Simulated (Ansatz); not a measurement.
# Zone-centre phonons of CdC$_{2}$ at 20 GPa: input and output

Method: DFT LDA, scalar-relativistic, plane waves, PAW in Ansatz.

It can be run as:
```bash
ansatz run input.yaml --threads 1 --pin off --backend cpu --events-out ev --progress --plain --runs-dir out  # memory cap (--max-ram) not shown
```

Input (bare energies are in eV):
```yaml
crystal:
  lattice:
    - [-1.7827345053, 1.7827345053, 2.732616441]
    - [1.7827345053, -1.7827345053, 2.732616441]
    - [1.7827345053, 1.7827345053, -2.732616441]
  atoms:
    - { symbol: Cd, position: [0.0, 0.0, 0.0] }
    - { symbol: C, position: [0.6133695434, 0.6133695434, 0.0] }
    - { symbol: C, position: [0.3866304566, 0.3866304566, 0.0] }
basis:
  ecutwfc: 420
kpoints:
  mp_grid: { grid: [8, 8, 8] }
hamiltonian:
  xc: lda
scf:
  occupations: { method: fixed }
output:
  eigenvalues: true
phonons:
  method: dfpt
  dielectric: true
  rigid_motions: translations
  eigenvectors: true
```

The end of the output:
```
--- Phonons (Γ-DFPT): 4 representative perturbations + reference, on 150 of 512 k-points (Σ response iterations 12) ---
  k mesh reduced under 2 symmetry operations, with k and −k counted as one. Each operation leaves every solved perturbation unchanged. A smaller set is not considered because the run solves the response ...
  ASR residual: 1.094e-4 → 0.000e0 eV/Å²; symmetrization residual: 4.500e-6 eV/Å²
  ASR residual per site (eV/Å²): 3.10e-5 1.09e-4 1.09e-4
  Γ frequencies (cm⁻¹): -87.51 -87.51 0.00 0.00 0.00 350.16 350.16 489.35 2005.94
  ε∞ (high-frequency dielectric tensor):
        5.870815    -0.000000     0.000000
       -0.000000     5.870815     0.000000
        0.000000     0.000000     6.983164
  softest optical mode at Γ: -87.51 cm⁻¹; the repairs (sum rule, projections) moved no ω² at Γ by more than (1.84 cm⁻¹)²
  Born effective charges Z* (e; rows j = field, columns β = displacement):
    site 0:
         2.72040    0.00000    0.00000
        -0.00000    2.72040   -0.00000
         0.00000    0.00000    1.90116
    site 1:
        -1.36020    0.00000    0.00000
         0.00000   -1.36020   -0.00000
         0.00000   -0.00000   -0.95058
    site 2:
        -1.36020   -0.00000   -0.00000
         0.00000   -1.36020    0.00000
        -0.00000   -0.00000   -0.95058
  Z* charge neutrality: 1.971e-3 e pre-enforcement
  solved inside a basis spanned on kpoints, on 8×8×8 k-points, its susceptibility summed on 12×12×14: ε∞ is read to err by 1.9e-2, Z* by 2.2e-2 e (field_mesh: kpoints solves on kpoints); Z* is corrected for ...
  optical modes at Γ without the LO–TO term, one row a degenerate level:
      ω (cm⁻¹) modes IR ((D/Å)²/amu)
        -87.51      2            17.2527
        350.16      2             0.0000
        489.35      1             4.2131
       2005.94      1             0.0000
  optical modes at Γ + LO–TO along q̂ = [1.0000, 0.0000, 0.0000]:
      ω (cm⁻¹) modes IR ((D/Å)²/amu)
        -87.51      1             8.6264
        287.33      1             8.6264
        350.16      2             0.0000
        489.35      1             4.2131
       2005.94      1             0.0000
  optical modes at Γ + LO–TO along q̂ = [0.0000, 1.0000, 0.0000]:
      ω (cm⁻¹) modes IR ((D/Å)²/amu)
        -87.51      1             8.6264
        287.33      1             8.6264
        350.16      2             0.0000
        489.35      1             4.2131
       2005.94      1             0.0000
  optical modes at Γ + LO–TO along q̂ = [0.0000, 0.0000, 1.0000]:
      ω (cm⁻¹) modes IR ((D/Å)²/amu)
        -87.51      2            17.2527
        350.16      2             0.0000
        525.84      1             4.2131
       2005.94      1             0.0000
```

Its imaginary modes show that this cell, built by swapping an element in a database structure, isn't a minimum of the energy.

Negative frequencies stand for imaginary ones: the cell is unstable against these modes.